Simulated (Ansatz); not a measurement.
Total density of states per atom from plane-wave PAW PBE (Ansatz code), in 0.25 eV bins, energy from the Fermi level:

```
E (eV) | states/eV/atom
    -7.85 | ## 0.10
    -7.60 | ## 0.12
    -7.35 | ### 0.14
    -7.10 | ### 0.16
    -6.85 | #### 0.20
    -6.60 | ###### 0.30
    -6.35 | ############# 0.65
    -6.10 | ############### 0.74
    -5.85 | ################ 0.79
    -5.60 | ################# 0.87
    -5.35 | ################### 0.96
    -5.10 | ##################### 1.03
    -4.85 | #################### 1.01
    -4.60 | ################## 0.93
    -4.35 | ############### 0.77
    -4.10 | ################ 0.79
    -3.85 | ##################### 1.06
    -3.60 | #################### 1.00
    -3.35 | ##################### 1.07
    -3.10 | ################### 0.93
    -2.85 | ################### 0.97
    -2.60 | ################ 0.82
    -2.35 | ###################### 1.10
    -2.10 | ############################## 1.50
    -1.85 | ########################## 1.29
    -1.60 | ######################## 1.22
    -1.35 | ######################### 1.25
    -1.10 | ############################# 1.43
    -0.85 | ########################## 1.30
    -0.60 | ######################### 1.28
    -0.35 | #################### 1.00
    -0.10 | ################## 0.88
     0.15 | ############## 0.68
     0.40 | ############### 0.75
     0.65 | ############## 0.72
     0.90 | ############ 0.59
     1.15 | ############## 0.68
     1.40 | ############## 0.72
     1.65 | ############ 0.58
     1.90 | ############## 0.70
     2.15 | ############# 0.63
     2.40 | ############# 0.65
     2.65 | ################# 0.83
     2.90 | ################## 0.89
```

### Question
Which compound is it?
A. CaF2, fluorite
B. Re, P-6m2 (Pearson symbol hP8)
C. MoP, P-6m2 (Mo on 1a, P on 1d)
D. WC, P-6m2 (W on 1a, C on 1f)

### Answer
B, Re, P-6m2 (Pearson symbol hP8). Within 0.5 eV of the Fermi level: Re 5d 88 %, outside the projected shells 6 %. Projections are on Löwdin-orthogonalised atomic valence shells; empty p or d shells of many metals are not among them.

The start of the workflow was typed in or built on a structure type; neither database checked (COD, Materials Project) lists it. It is not the phase usual at ambient conditions (space group No. 194). The cell was relaxed with PBE under the symmetry of its start; whether a distortion lowers the energy is not shown. The run is not spin-polarised. Scalar-relativistic: spin–orbit coupling is off unless named, which matters more the heavier the elements.

Potentials: the earlier of the program's two PAW sets.
